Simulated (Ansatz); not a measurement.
CaGe2Au2:
```xyz
5
Lattice="-2.2230 2.2230 5.1728 2.2230 -2.2230 5.1728 2.2230 2.2230 -5.1728" Properties=species:S:1:pos:R:3 pbc="T T T"
Ca     0.0000     0.0000     0.0000
Au     0.0000     2.2230     2.5864
Au     2.2230     0.0000     2.5864
Ge     0.0000     0.0000     3.9561
Ge     0.0000     0.0000     6.3895
```

Relaxed with r²SCAN.

Problem. Map the electron localisation function on the plane through (0.000, 0.000, 0.000) spanned by u = [1, 1, 0] and v = [1, 0, 1] in lattice vectors, from plane-wave PAW r²SCAN (Ansatz code).

Solution. x is the fraction of u, y of v (the angle between them is 90°; rows are the nearest grid lines); atoms in the plane: Ca at (0.00, 0.00), Au at (0.25, 0.50), Au at (0.75, 0.50), Ge at (0.38, 0.00), Ge at (0.62, 0.00).
```
|8999300001233202003553002023321000039998|
|9999300011233200013553100023321100039999|
|9998100011243310024554200133421100018999|
|9995000122344432234664322344432210005999|
|8861002222334444445665444444332222001688|
|4310013333333455555555555543333333100134|
|0000133333333345555445555433333333310000|
|0001233345543334544334454333455433321000|
|0002333456665333433223343335666543332000|
|0012333566766433332112333346676653332100|
|0012333567876533321111233356787653332100|
|0012333568986533321001233356898653332100|
|0012333567876533321111233356787653332100|
|0012333566766433332112333346676653332100|
|0002333456665333433223343335666543332000|
|0001233345543334544334454333455433321000|
|0000133333333345555445555433333333310000|
|4310013333333455555555555543333333100134|
|8861002222334444445665444444332222001688|
|9995000122344432234664322344432210005999|
|9998100011243310024554200133421100018999|
|9999300011233200013553100023321100039999|
|8999300001233202003553002023321000039998|
```
Scale: ten equal steps from 0.009 (start of '0') to 0.862 (end of '9'), in the order '0123456789'; x runs from 0.000 to 1.00, y from 0.000 (bottom) to 1.00 (top).

The density is the valence pseudo-density with augmentation charge, so density and ELF within about 1 Å of a nucleus are not all-electron values.

Space group I4/mmm. The workflow started from an entry of the Crystallography Open Database (COD). Its standing as an ambient phase is unchecked. The r²SCAN relaxation kept the symmetry of its start; its stability against distortions is not shown here. Scalar-relativistic: spin–orbit coupling is off unless named, which matters more the heavier the elements.

Potentials: the later of the program's two PAW sets.
